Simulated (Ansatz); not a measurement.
**Trial structure types under relaxation**

Theory: DFT PBE, scalar-relativistic, plane waves, PAW in Ansatz. All cells share a 420 eV cutoff and Γ-centred k meshes spaced at most 0.3 Å⁻¹ (0.19 for metals, 2π included).

Each formula is placed on the named type at a guessed volume, then cell and atoms relax at zero pressure without lowering the symmetry. Keeping the type says nothing about stability against other structures or lower symmetry. Neighbours of unlike kind are counted within 25 % of the shortest distance of their pair. The atoms listed around a site end at a clear gap in distance instead, so their number can differ.

Spin–orbit coupling is left out.

Problem. CuSnSb on the matlockite type (P4/nmm, No. 129), with Cu for Pb, Sn for Cl, Sb for F: does the type hold?

Solution. Only loosely: it keeps the symmetry, but the neighbours change from Cu 5 Sn; Cu 4 Sb; Sn 5 Cu; Sn 4 Sb; Sb 4 Cu; Sb 4 Sn to Cu 1 Sn; Cu 4 Sb; Sn 1 Cu; Sn 4 Sb; Sb 4 Cu; Sb 4 Sn. It has a = 4.454 Å, c = 6.980 Å. Cu has 1 Sn at 2.62 Å, 4 Sb at 2.78 Å and 4 Sn at 3.32 Å; Sn is coordinated by 1 Cu at 2.62 Å; Sb has 4 Cu at 2.78 Å, 4 Sb at 3.15 Å and 4 Sn at 3.50 Å.

Problem. Does HfBr keep the FeSi (B20) type (P2_13, No. 198), with Hf for Fe, Br for Si?

Solution. Only loosely: it keeps the symmetry, but the neighbours change from Hf 7 Br; Br 7 Hf to Hf 4 Br; Br 4 Hf. It has a = 5.621 Å. Around Hf lie 1 Br at 2.64 Å and 3 Br at 2.83 Å (next Br at 3.39 Å); around Br lie 1 Hf at 2.64 Å, 3 Hf at 2.83 Å, 3 Hf at 3.39 Å and 6 Br at 3.45 Å.

Cost: 2 runs of about 13 core-minutes in all, on Arm Neoverse V1, Arm Neoverse V2 (shared hosts).